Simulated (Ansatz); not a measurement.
YN:
```yaml
crystal:
  lattice:
    - [0.00000, 2.45296, 2.45296]
    - [2.45296, 0.00000, 2.45296]
    - [2.45296, 2.45296, 0.00000]
  atoms:
    - { symbol: Y, position: [0.00000, 0.00000, 0.00000] }
    - { symbol: N, position: [0.50000, 0.50000, 0.50000] }
```

The program Ansatz at the PBE level (PAW) gives a gap of 0.21 eV without spin–orbit coupling, maximum at Γ, minimum at X.

Question: What happens when spin–orbit coupling is switched on?

Answer: The gap falls by 0.02 eV, to 0.19 eV; maximum at Γ, minimum at X.

Question: How large is the spin–orbit splitting of the valence top at Γ?

Answer: The fourfold level lies 0.06 eV above the split-off pair.

Question: Give the electron effective mass with spin–orbit coupling.

Answer: 0.11, 0.11, 1.3 mₑ (principal values).

Question: Give the hole effective mass with spin–orbit coupling, band 1 of 2 at the edge.

Answer: 1.0 along [100], 0.60 along [110], 0.49 along [111] (mₑ).

Question: Give the hole effective mass with spin–orbit coupling, band 2 of 2 at the edge.

Answer: 0.23 along [100], 0.27 along [110], 0.30 along [111] (mₑ).

Space group Fm-3m (rock salt). The PBE relaxation kept the symmetry of its start. No spin polarisation was allowed.

Potentials: the later of the program's two PAW sets.
